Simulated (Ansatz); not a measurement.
NaHO:
```
CELL_PARAMETERS angstrom
      3.40358     0.00000     0.00000
      0.00000     3.37285     0.00000
     -1.61465     0.00000     5.43305
ATOMIC_POSITIONS crystal
  Na 0.66573 0.25000 0.81844
  Na 0.33427 0.75000 0.18156
  H  0.96803 0.25000 0.42060
  H  0.03197 0.75000 0.57940
  O  0.14190 0.75000 0.75802
  O  0.85810 0.25000 0.24198
```

Relaxed with PBEsol.

Question: Map the electron localisation function on the plane through (0.666, 0.250, 0.818) spanned by u = [1, 0, 0] and v = [0, 0, 1] in lattice vectors, from plane-wave PAW PBEsol (Ansatz code).

Answer: x is the fraction of u, y of v (the angle between them is 107°; rows are the nearest grid lines); atoms in the plane: Na at (0.00, 0.00), H at (0.30, 0.60), O at (0.19, 0.42).
```
|.:+*-        -*+:.|
|:=*+.        =*+-:|
|+**-         -**++|
|=:            -=+=|
|               .. |
|                  |
|                  |
| .:=#%@%*-.       |
|.:=#@@@@#=.      .|
|:=*%@@@@#=:     .:|
|=+#%@@@%*=:.   .:=|
|+*#%@@%#*=:.   :=+|
|%%*=-*#%#+:   :+#%|
|%%+:-*%%#+:  .-*%%|
|%%*=+%%%#+.  .=#%%|
|%%##%%%%*-   .+#%%|
|%%%%%%%#+:   :+#%%|
|+++++=-:.    .:-=+|
|    ..            |
|                  |
|:-:.            .:|
|++**=         -**+|
|:-+*=        .+*=:|
|.:+*-        -*+:.|
```
Scale: ten equal steps from 0.005 (start of ' ') to 0.974 (end of '@'), in the order ' .:-=+*#%@'; x runs from 0.000 to 1.00, y from 0.000 (bottom) to 1.00 (top).

The density is the valence pseudo-density with augmentation charge, so density and ELF within about 1 Å of a nucleus are not all-electron values.

Space group P2_1/m. The first step of the workflow began from a Materials Project structure, measured or hypothetical; the Crystallography Open Database files this formula in space group No. 11, but the cells were not matched. Whether it is the stable phase at ambient conditions was not checked. Symmetry was held in the PBEsol relaxation; its stability against distortions is not shown here.

Potentials: the later of the program's two PAW sets.
